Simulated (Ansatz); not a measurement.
Input:

PbAu2:
```cif
data_Au4Pb2
_chemical_formula_sum 'Pb2 Au4'
_space_group_name_H-M_alt 'P 1'
_space_group_IT_number 1
_cell_length_a 5.62464
_cell_length_b 5.62464
_cell_length_c 5.62464
_cell_angle_alpha 60.000
_cell_angle_beta 60.000
_cell_angle_gamma 60.000
loop_
_space_group_symop_operation_xyz
  'x, y, z'
loop_
_atom_site_label
_atom_site_type_symbol
_atom_site_fract_x
_atom_site_fract_y
_atom_site_fract_z
_atom_site_occupancy
Pb1 Pb 0.25000 0.25000 0.25000 1
Pb2 Pb 0.00000 0.00000 0.00000 1
Au1 Au 0.62500 0.62500 0.12500 1
Au2 Au 0.62500 0.12500 0.62500 1
Au3 Au 0.62500 0.62500 0.62500 1
Au4 Au 0.12500 0.62500 0.62500 1
```

This is the PBEsol-relaxed structure.

All from plane-wave PAW PBEsol (Ansatz code), unless another level is named. Predict the density of states at the Fermi level.

0.15 states/eV per atom (mean over ±0.08 eV).

Predict the formation energy from the elements (no fitted shifts).

-54 meV/atom.

Space group Fd-3m (cubic Laves (MgCu2 type)). The first step of the workflow began from a Materials Project structure, measured or hypothetical; the Crystallography Open Database files this formula in space group No. 227, but the cells were not matched. Whether it is the stable phase at ambient conditions was not checked. The PBEsol relaxation kept the symmetry of its start; phonons show weakly imaginary modes. The references are the lowest solids computed at this level, not always the standard phases. Spin–orbit coupling is left out wherever it is not named.

Potentials: the later of the program's two PAW sets.
